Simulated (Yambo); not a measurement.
TlGeCl₃ (space group Cm, No. 8), G0W0@LDA in Yambo; all else as in the reference (2×2×2 Γ-centred k mesh, 275 bands and a 8 Ry block in the screening, 275 bands in G with the Bruneval-Gonze terminator, plasmon pole fitted at 27.2 eV). One parameter is varied: the cutoff of the exchange sum, over 5, 10, 20, 40, 78 Ry.

Question: From which value on does the gap (-0.5, -0.5, -0.5) → (-0.5, -0.5, -0.5) stay within 0.05 eV of the largest setting?

Answer: From 20 Ry on.
```
cutoff of the exchange sum (Ry)  G0W0 gap (eV)  valence shift (eV)
-------------------------------  -------------  ------------------
5                                         1.80                0.61
10                                        2.36               -0.40
20                                        2.58               -0.81
40                                        2.58               -0.86
78                                        2.58               -0.86
```
The last step of the sweep still moves the gap by 2 meV; the other settings are held fixed.

The standard potentials for Ge, Tl keep a d shell in the valence without the s and p states of that shell. In tests on such compounds this moved G0W0 gaps by up to about 0.9 eV, so absolute quasiparticle energies here are unreliable; differences between settings are what counts.

Spin-orbit coupling is not included.

Geometry of the Materials Project entry, not relaxed at this level; primitive cell a = b = 5.3281 Å, c = 5.3219 Å, α = β = 90.77°, γ = 89.16°.

The structure is a Materials Project entry; no match was found in the copy of COD used, and its stability was not checked.

A shift is the quasiparticle energy of the state minus its LDA energy.
